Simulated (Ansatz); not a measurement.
The start is a generated cell, Ir built in the AFLOW prototype A_tP4_129_ac (A_d). A full variable-cell relaxation at zero pressure is run with PBE (plane waves to 420 eV, PAW, scalar-relativistic; Ansatz, a first-principles code). First-step values are on the input's coarse k-mesh.

Ansatz input (later rounds restart from its end on a renewed k-mesh):
Ansatz 0.2 input:
```yaml
crystal:
  lattice:
    - [4.3417035, 0, 0]
    - [0, 4.3417035, 0]
    - [0, 0, 3.0038169]
  atoms:
    - { symbol: Ir, position: [0, 0, 0] }
    - { symbol: Ir, position: [0.5, 0.5, 0] }
    - { symbol: Ir, position: [0.5, 0, 0.375] }
    - { symbol: Ir, position: [0, 0.5, 0.625] }
basis: { ecutwfc: 420, ecutrho_ratio: 4, xc_grid: 2, fft_grid_basis: typed }
kpoints: { mp_grid: { grid: [8, 8, 11] } }
hamiltonian:
  xc: pbe
  dispersion: none
  pseudopotentials: { kind: paw }
scf: { occupations: { method: fermi_dirac, width: 0.05 } }
relax: { f_tol: 0.01, max_steps: 100, cell: { stress_tol: 0.02 } }
output: { forces: true, stress: true }
```

### Question
What pressure does the first self-consistent step give?

### Answer
+40.0 GPa (positive: the cell is compressed).

### Question
What is the largest force in the starting geometry, and on which atom (counted from 1)?

### Answer
2.90 eV/Å, on Ir3, Ir4 (atoms numbered as listed).

### Question
Does the structure survive the relaxation? Give the final space group.

### Answer
The space group goes from P4/nmm (No. 129) to I4/mmm (No. 139); the end is AFLOW prototype A_tI2_139_a (A_a), with 1 atom in the primitive cell.

### Question
How do the shortest distances between atoms change?

### Answer
The closest pairs of elements (up to four, under 3.6 Å), start → end: Ir–Ir 2.45 → 2.67 Å.

### Question
What band gap does the relaxed structure have at this level?

### Answer
Zero (metallic).

### Question
Give the final cell and atomic positions.

### Answer

```cif
data_Ir2
_chemical_formula_sum 'Ir2'
_space_group_name_H-M_alt 'I4/mmm'
_space_group_IT_number 139
_space_group_name_Hall '-I 4 2'
_cell_length_a 3.34991
_cell_length_b 3.34991
_cell_length_c 2.66736
_cell_angle_alpha 90.000
_cell_angle_beta 90.000
_cell_angle_gamma 90.000
loop_
_atom_site_label
_atom_site_type_symbol
_atom_site_symmetry_multiplicity
_atom_site_Wyckoff_symbol
_atom_site_fract_x
_atom_site_fract_y
_atom_site_fract_z
_atom_site_occupancy
Ir1 Ir 2 a 0.00000 0.00000 0.00000 1
```
(The calculation used a cell of 1 atom; values per cell refer to that cell.)

Final values are on a 22×22×22 k-mesh of the relaxed cell. No spin polarisation in the result.

The run could not lower the symmetry of its start; a shaken copy of this end point relaxes with PBE to Fm-3m (No. 225), 0.33 eV/atom lower.

The relaxed structure here is a generated cell of Ir: the first start was made by placing the elements on the sites of a structure type, and the end was not matched to a known phase here, so it may be hypothetical. Known forms of Ir include space group No. 225.
